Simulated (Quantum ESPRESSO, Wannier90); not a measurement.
# CdO (rock salt), plane waves to Wannier functions

```xyz
2
Lattice="0.0000 2.3610 2.3610 2.3610 0.0000 2.3610 2.3610 2.3610 0.0000" Properties=species:S:1:pos:R:3 pbc="T T T"
Cd     0.0000     0.0000     0.0000
O      2.3610     2.3610     2.3610
```

Materials Project entry mp-1132; symmetrised, unrelaxed at this level. COD (Crystallography Open Database) has an entry of this formula and space group (matched by these alone). Level: PBEsol, spinors with spin-orbit coupling; pw.x of Quantum ESPRESSO at 82 Ry with PseudoDojo potentials, 8×8×8 k-points, Wannier90. Density: 12×12×12 mesh, Gaussian smearing 0.01 Ry.

A tight-binding model is made by disentanglement and projection with no localisation steps (num_iter = 0), so the 16 orbitals stay atom-like: hydrogen-like Cd: s;p; O: s;p, axes along x, y, z; frozen window up to 3.00 eV relative to the Fermi level. It follows pw.x to 3.2 meV rms for states up to 1.0 eV relative to the Fermi level. Matrix elements depend on this choice of orbitals and windows. Bands 11–20 (Cd 4d 92 %, O 2p 6 %) lie between the kept ones and are excluded.

The 45 largest hoppings ⟨m,0|H|n,R⟩ between different sites (one of each Hermitian pair; signs follow the real orbitals' lobes; the list may end inside a set of equal values):

```
m              n       R  distance of the centres (Å)  t (eV)  Im t (eV)
-------  -------  ------  ---------------------------  ------  ---------
O2 pz↑   Cd1 pz↑   0 0 1                         2.36   1.830      0.000
O2 pz↓   Cd1 pz↓   0 0 1                         2.36   1.830      0.000
O2 py↑   Cd1 py↑   0 1 0                         2.36   1.830      0.000
O2 py↓   Cd1 py↓   0 1 0                         2.36   1.830      0.000
O2 px↑   Cd1 px↑   0 1 1                         2.36   1.830      0.000
O2 px↓   Cd1 px↓   0 1 1                         2.36   1.830      0.000
O2 px↑   Cd1 px↑   1 0 0                         2.36   1.830      0.000
O2 px↓   Cd1 px↓   1 0 0                         2.36   1.830      0.000
O2 py↑   Cd1 py↑   1 0 1                         2.36   1.830      0.000
O2 py↓   Cd1 py↓   1 0 1                         2.36   1.830      0.000
O2 pz↑   Cd1 pz↑   1 1 0                         2.36   1.830      0.000
O2 pz↓   Cd1 pz↓   1 1 0                         2.36   1.830      0.000
O2 pz↑    Cd1 s↑   0 0 1                         2.36   1.328      0.000
O2 pz↓    Cd1 s↓   0 0 1                         2.36   1.328      0.000
O2 py↑    Cd1 s↑   0 1 0                         2.36   1.328      0.000
O2 py↓    Cd1 s↓   0 1 0                         2.36   1.328      0.000
O2 px↑    Cd1 s↑   0 1 1                         2.36  -1.328      0.000
O2 px↓    Cd1 s↓   0 1 1                         2.36  -1.328      0.000
O2 px↑    Cd1 s↑   1 0 0                         2.36   1.328      0.000
O2 px↓    Cd1 s↓   1 0 0                         2.36   1.328      0.000
O2 py↑    Cd1 s↑   1 0 1                         2.36  -1.328      0.000
O2 py↓    Cd1 s↓   1 0 1                         2.36  -1.328      0.000
O2 pz↑    Cd1 s↑   1 1 0                         2.36  -1.328      0.000
O2 pz↓    Cd1 s↓   1 1 0                         2.36  -1.328      0.000
O2 s↑    Cd1 pz↑   0 0 1                         2.36  -1.010      0.000
O2 s↓    Cd1 pz↓   0 0 1                         2.36  -1.010      0.000
O2 s↑    Cd1 py↑   0 1 0                         2.36  -1.010      0.000
O2 s↓    Cd1 py↓   0 1 0                         2.36  -1.010      0.000
O2 s↑    Cd1 px↑   0 1 1                         2.36   1.010      0.000
O2 s↓    Cd1 px↓   0 1 1                         2.36   1.010      0.000
O2 s↑    Cd1 px↑   1 0 0                         2.36  -1.010      0.000
O2 s↓    Cd1 px↓   1 0 0                         2.36  -1.010      0.000
O2 s↑    Cd1 py↑   1 0 1                         2.36   1.010      0.000
O2 s↓    Cd1 py↓   1 0 1                         2.36   1.010      0.000
O2 s↑    Cd1 pz↑   1 1 0                         2.36   1.010      0.000
O2 s↓    Cd1 pz↓   1 1 0                         2.36   1.010      0.000
Cd1 px↑  Cd1 py↑   0 0 1                         3.34   0.719     -0.015
Cd1 px↓  Cd1 py↓   0 0 1                         3.34   0.719      0.015
Cd1 py↑  Cd1 px↑   0 0 1                         3.34   0.719      0.015
Cd1 py↓  Cd1 px↓   0 0 1                         3.34   0.719     -0.015
Cd1 px↑  Cd1 py↑  1 -1 0                         3.34  -0.719     -0.015
Cd1 px↓  Cd1 py↓  1 -1 0                         3.34  -0.719      0.015
Cd1 py↑  Cd1 px↑  1 -1 0                         3.34  -0.719      0.015
Cd1 py↓  Cd1 px↓  1 -1 0                         3.34  -0.719     -0.015
Cd1 pz↑  Cd1 py↑  0 1 -1                         3.34  -0.719      0.000
```
